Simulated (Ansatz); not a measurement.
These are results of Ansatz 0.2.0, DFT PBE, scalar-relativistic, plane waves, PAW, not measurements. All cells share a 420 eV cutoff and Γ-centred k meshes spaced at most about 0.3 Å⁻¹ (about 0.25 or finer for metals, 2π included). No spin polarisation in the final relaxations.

Temperature and zero-point effects are left out. All come from trial cells, and lower structures may exist.

Question: Order these relaxed structures of Ti3GePt by energy, lowest first, with the energy over the lowest of them.
A.

```
Ti Ge Pt
1.0
     5.25827    0.00000    0.00000
    -2.62913    4.55379    0.00000
     0.00000    0.00000    4.55451
Ti Ge Pt
3 1 1
Direct
  0.50000 0.00000 0.50000
  0.00000 0.50000 0.50000
  0.50000 0.50000 0.50000
  0.00000 0.00000 0.50000
  0.00000 0.00000 0.00000
```

B.

```
Ti Ge Pt
1.0
     4.77956    0.00000    0.00000
     0.00000    4.77956    0.00000
     0.00000    0.00000    4.77956
Ti Ge Pt
3 1 1
Direct
  0.50000 0.00000 0.50000
  0.00000 0.50000 0.50000
  0.50000 0.50000 0.00000
  0.00000 0.00000 0.00000
  0.50000 0.50000 0.50000
```

C.

```
Ti Ge Pt
1.0
     4.61051    0.00000    0.00000
     0.00000    4.61051    0.00000
     0.00000    0.00000    4.61051
Ti Ge Pt
3 1 1
Cartesian
  0.0000 2.3053 2.3053
  2.3053 0.0000 2.3053
  2.3053 2.3053 0.0000
  2.3053 2.3053 2.3053
  0.0000 0.0000 0.0000
```

Answer: B (0 meV/atom), C (61 meV/atom), A (260 meV/atom). Forms: B antiperovskite type, Pm-3m; C antiperovskite type, Pm-3m; A P6/mmm. Counting Pt or Ti atoms around Ge (for each partner element, those within 1.25 times its shortest distance or 1.15 times the sum of covalent radii, where it is the nearest in units of that sum or under 1.3; the shortest distance is added where it is long for a bond): B has Ge 12 from 3.4 Å; C has Ge 6; A has Ge 8. Even the lowest lies +0.25 eV/atom against the elements.

Spin–orbit coupling, which can matter for Pt, is left out. Cells relaxed within their symmetry can be saddle points. Some types were kept out of the candidates beforehand, so the set may lack a known form.
